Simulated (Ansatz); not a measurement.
## Computed properties of SrTiO$_{3}$

SrTiO3:
```xyz
10
Lattice="-2.7439 2.7439 3.9046 2.7439 -2.7439 3.9046 2.7439 2.7439 -3.9046" Properties=species:S:1:pos:R:3 pbc="T T T"
Sr     0.0000     2.7439     1.9523
Sr     2.7439     0.0000     1.9523
Ti     0.0000     0.0000     0.0000
Ti     0.0000     0.0000     3.9046
O     -1.2367     1.5072     3.9046
O      3.9806     1.2367     0.0000
O      1.2367     1.5072     0.0000
O      1.5072     1.2367     3.9046
O      0.0000     0.0000     5.8569
O      0.0000     0.0000     1.9523
```

Space group I4/mcm (No. 140); conventional cell a = b = 5.488 Å, c = 7.809 Å, α = β = γ = 90.00°.

Method: DFT-PBEsol in the program Ansatz with PAW potentials. Structure relaxed to zero pressure with the same functional. Other levels are named where they apply.

Cell and energy:

```yaml
volume_per_atom: 11.76 Å³
density: 5.18 g/cm³
Formation energy from the elements (no fitted shifts): -3.21 eV/atom
```

Electronic structure:

```yaml
band_gap: 1.97 eV (smallest direct gap 1.98 eV)
valence_band_maximum: on the Γ–X line, 27 % of the way from Γ
conduction_band_minimum: at Γ
Electron effective mass, band 1 of 2 at the edge: 0.91 along x, 0.41 along z (mₑ)
Electron effective mass, band 2 of 2 at the edge: 0.67 along x, 0.41 along z (mₑ)
Electron effective mass with spin–orbit coupling: 0.41, 0.72, 0.82 mₑ (principal values)
hole_effective_mass: 0.99, 1.1, 11 mₑ (principal values)
Hole effective mass with spin–orbit coupling: 0.99, 1.1, 11 mₑ (principal values)
HSE06 gap on the PBEsol cell: 3.47 eV
Gap with spin–orbit coupling: 1.96 eV
```

Mechanics:

```yaml
Bulk modulus (Birch–Murnaghan fit): 182 GPa
Pressure derivative B′: 4.3
Elastic constants (relaxed ions, GPa): C11 = 320, C12 = 92.9, C13 = 119, C33 = 345, C44 = 85.6, C66 = 121
mechanical_stability: stable (all eigenvalues of C positive)
hill_bulk_and_shear_moduli: 182 and 101 GPa
Young's modulus: 256 GPa
Poisson's ratio: 0.27
debye_temperature_from_the_elastic_constants: 643 K
```

Dielectric response:

```yaml
Electronic dielectric constant ε∞ (DFPT): 6.32 (xx = yy), 6.35 (zz)
Born charges (a third of the trace): Sr +2.54, Ti +7.28, O -3.28 to -3.26 e
```

Phonons:

```yaml
Highest zone-centre frequency (without LO–TO term): 821 cm^-1
zone_centre_stability: unstable, softest mode 66i cm⁻¹
dynamical_stability_on_the_path: unstable, down to 67i cm⁻¹
```

The workflow started from a Materials Project entry (that database holds measured and hypothetical structures alike); the Crystallography Open Database files this formula in space group No. 140, but the cells were not matched. It is not the phase usual at ambient conditions (space group No. 221). The cell was relaxed with PBEsol under the symmetry of its start. No spin polarisation was allowed. The references are the lowest solids computed at this level, not always the standard phases (solids in place of the gases). Spin–orbit coupling is left out wherever it is not named.

Potentials: the earlier of the program's two PAW sets. The files were generated under PBE; for other functionals the program regenerates the frozen cores, and for LDA and PBEsol the local potential too.
